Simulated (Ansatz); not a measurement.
RbP2Ru2:
```
RbP2Ru2
1.0
   -2.01491     2.01491     6.60688
    2.01491    -2.01491     6.60688
    2.01491     2.01491    -6.60688
Rb P Ru
1 2 2
Direct
  0.00000   0.00000   0.00000
  0.33369   0.33369   0.00000
  0.66631   0.66631   0.00000
  0.75000   0.25000   0.50000
  0.25000   0.75000   0.50000
```

This is the r²SCAN-relaxed structure.

Question: All from plane-wave PAW r²SCAN (Ansatz code), unless another level is named. Give the electronic character.

Answer: metallic (no gap).

Question: Next, the formation energy from the elements (no fitted shifts)?

Answer: -0.74 eV/atom.

Question: What about the density of states at the Fermi level?

Answer: 0.45 states/eV per atom (mean over ±0.08 eV).

Space group I4/mmm. The workflow started from a Materials Project entry (that database holds measured and hypothetical structures alike); the Crystallography Open Database copy checked does not list it. Whether it is the stable phase at ambient conditions was not checked. Symmetry was held in the r²SCAN relaxation; its stability against distortions is not shown here. The run is not spin-polarised. The references are the lowest solids computed at this level, not always the standard phases. Spin–orbit coupling is left out wherever it is not named.

Potentials: the later of the program's two PAW sets.
